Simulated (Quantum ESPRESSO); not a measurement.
## One change at a time to MoRu2TiZn4

Calculated results; nothing here was measured. They come from Quantum ESPRESSO 7.5, a public plane-wave density functional program. Each row is one single-point run on a made-up periodic cell of eight metal atoms, with elements, volume, strain and displacements drawn at random and not relaxed, so a cell may be unstable or far from any real phase. There is no spin polarisation or spin-orbit coupling.

Settings: PBE unless stated; PseudoDojo standard norm-conserving files; Fermi-Dirac width 0.25 eV, which means electrons at about 2900 K; cutoff 1143 eV; 8 x 4 x 4 k mesh shifted half a step off Gamma. E is the free energy of the whole cell (internal energy minus TS), so a -TS column is already part of it. Stress is positive in tension, and the pressure P is minus a third of its trace.

Checks: one run of this series was repeated at a higher cutoff and on a denser mesh, which moved values by no more than 0.003 eV, 0.06 GPa and 0.010 eV/Å, and a second program with other atomic files agreed on it to 2 % rms in force and 0.5 GPa in pressure. Known limits: heavy elements are run without spin-orbit coupling, which real alloys of them have; a spin test at this wide smearing found no moment, but such smearing suppresses magnetism that the real alloy may have.

The lattice is hexagonal close-packed, and the cell vectors in Å are (-2.769, 0.002, -0.033); (-0.056, 4.715, -4.298); (-0.049, -4.800, -4.392), a volume of 114.45 Å³ in run 1. The elements on sites 1 to 8 are Zn Ti Ru Ru Zn Zn Zn Mo. Each later run makes one change to run 1 and keeps the rest. E is counted from run 1, and is n/a where other atomic files have another zero of energy.

| run | change | V (Å³) | P (GPa) | -TS (eV) | rms force (eV/Å) | largest change of a force component (eV/Å) | E (eV) |
|---|---|---|---|---|---|---|---|
| 1 | none | 114.45 | 7.82 | -1.426 | 0.798 | 0.000 | 0.000 |
| 2 | sites 1 and 4 exchanged | 114.45 | 7.66 | -1.294 | 0.703 | 0.994 | -0.554 |
| 3 | all lengths scaled by +1.77 % | 120.64 | -0.64 | -1.512 | 0.723 | 0.477 | ? |
| 4 | LDA in place of PBE | 114.45 | -4.33 | -1.429 | 0.751 | 0.270 | n/a |
| 5 | Pt on site 1 | 114.45 | 10.06 | -1.380 | 0.868 | 0.672 | n/a |
| 6 | site 8 moved by -0.12 Å along x | 114.45 | 8.26 | -1.430 | 0.844 | 0.593 | 0.088 |

## Worked estimate

Along a uniform scaling dE = -P dV. The mean of the two pressures is 3.590 GPa and the volume changes by 6.19 Å³, with 160.2 GPa to one eV/Å³. The same two rows give -V dP/dV = 161 GPa for this cell with clamped atoms, which is not the bulk modulus of a real alloy.

## Withheld value

Question: what E should run 3 give?

The estimate is -0.139 eV. The calculation gave -0.131 eV. The mean of two end points misses the curvature of P, and the finite cutoff adds a little.
